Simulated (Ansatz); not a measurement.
AlCo:
```xyz
4
Lattice="1.3327 -4.6021 0.0000 1.3327 4.6021 0.0000 0.0000 0.0000 3.9215" Properties=species:S:1:pos:R:3 pbc="T T T"
Al     1.3327    -1.4796     0.9804
Co     1.3327    -3.9503     0.9804
Al     1.3327     1.4796     2.9411
Co     1.3327     3.9503     2.9411
```
The run is spin-polarised; directions of the spins, atom by atom: 0 ↑ 0 ↑.

Relaxed with PBEsol. Special points in fractions of this cell's reciprocal vectors: Γ (0.000, 0.000, 0.000); Y (-0.500, 0.500, 0.000); C0 (-0.271, 0.729, 0.000); Σ0 (0.271, 0.271, 0.000); Z (0.000, 0.000, 0.500); A0 (0.271, 0.271, 0.500); E0 (-0.271, 0.729, 0.500); T (-0.500, 0.500, 0.500); S (0.000, 0.500, 0.000); R (0.000, 0.500, 0.500).

Question: List the band energies nearest the Fermi level at these points for the program Ansatz at the PBEsol level (PAW).

Answer: In eV from the Fermi level; about four levels below and three above (degenerate sets whole), none deeper than 8.9 eV; points with the same levels are listed once.

| k | below | above |
|---|---|---|
| Γ ↑ | -0.84 -0.71 -0.68 -0.37 | 0.10 2.75 6.35 |
| Y ↑ | -1.10 -0.90 -0.62 -0.35 | 0.62 2.03 2.64 |
| C0 ↑ | -1.70 -1.52 -1.04 -0.84 | 0.40 0.69 3.91 |
| Z ↑ | -0.74 -0.74 -0.34 -0.34 | 3.00 3.00 10.71 10.71 |
| A0 ↑ | -1.16 -1.16 -0.01 -0.01 | 0.55 0.55 1.30 1.30 |
| T ↑ | -0.39 -0.39 -0.30 -0.30 | 7.30 7.30 9.37 9.37 |
| S ↑ | -1.49 -1.14 -1.11 -0.65 | 0.46 0.86 1.87 |
| R ↑ | -2.14 -2.14 -0.81 -0.81 | 0.10 0.10 0.63 0.63 |
| Γ ↓ | -0.85 -0.48 -0.44 -0.31 | 0.15 0.43 2.90 |
| Y ↓ | -0.87 -0.82 -0.50 -0.21 | 0.17 0.68 2.11 |
| C0 ↓ | -1.36 -1.25 -0.66 -0.52 | 0.74 0.99 4.02 |
| Z ↓ | -0.89 -0.89 -0.41 -0.41 | 0.12 0.12 3.20 3.20 |
| A0 ↓ | -1.77 -1.77 -0.89 -0.89 | 0.29 0.29 0.82 0.82 |
| T ↓ | -1.96 -1.96 -0.84 -0.84 | 0.04 0.04 0.07 0.07 |
| S ↓ | -1.06 -0.83 -0.79 -0.41 | 0.76 1.18 2.10 |
| R ↓ | -1.85 -1.85 -0.49 -0.49 | 0.33 0.33 0.81 0.81 |

Space group Cmcm. The start of the workflow was typed in or built on a structure type; neither database checked (COD, Materials Project) lists it. Its standing as an ambient phase is unchecked. Symmetry was held in the PBEsol relaxation; whether a distortion lowers the energy is not shown. The final state is ferromagnetic, the only order run, not a proven ground state.

Potentials: the earlier of the program's two PAW sets. The files were generated under PBE; for other functionals the program regenerates the frozen cores, and for LDA and PBEsol the local potential too.
